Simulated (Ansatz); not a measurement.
Au:
```
CELL_PARAMETERS angstrom
      0.00000     3.01350     3.01350
      3.01350     0.00000     3.01350
      3.01350     3.01350     0.00000
ATOMIC_POSITIONS crystal
  Au 0.00000 0.00000 0.00000
  Au 0.25000 0.25000 0.25000
```

Relaxed with PBEsol. Special points in fractions of this cell's reciprocal vectors: Γ (0.000, 0.000, 0.000); X (0.500, 0.000, 0.500); U (0.625, 0.250, 0.625); K (0.375, 0.375, 0.750); L (0.500, 0.500, 0.500); W (0.500, 0.250, 0.750).

Question: List the band energies nearest the Fermi level at these points for PBEsol in the plane-wave PAW code Ansatz.

Answer: In eV from the Fermi level; about four levels below and three above (degenerate sets whole), none deeper than 8.9 eV; … stands for higher levels left out; points with the same levels are listed once.

```json
[
 {"k": "Γ", "below": "-2.35 -2.35 -2.35 -1.22 -1.22", "above": "8.97 9.87 …"},
 {"k": "X", "below": "-2.84 -2.84 -1.20 -1.20", "above": "0.31 0.31 3.69 3.69"},
 {"k": "U", "below": "-2.90 -2.85 -1.12 -0.95", "above": "0.01 0.40 2.19"},
 {"k": "L", "below": "-1.39 -1.39 -1.04 -0.31", "above": "6.92 6.92 …"},
 {"k": "W", "below": "-2.99 -2.99 -0.96 -0.96", "above": "0.29 0.29 2.79 2.79"}
]
```

Space group Fd-3m (diamond). The start of the workflow was typed in or built on a structure type; neither database checked (COD, Materials Project) lists it. It is not the phase usual at ambient conditions (space group No. 225). The cell was relaxed with PBEsol under the symmetry of its start. At this level the phase is mechanically unstable. Spin–orbit coupling is left out wherever it is not named.

Potentials: the later of the program's two PAW sets.
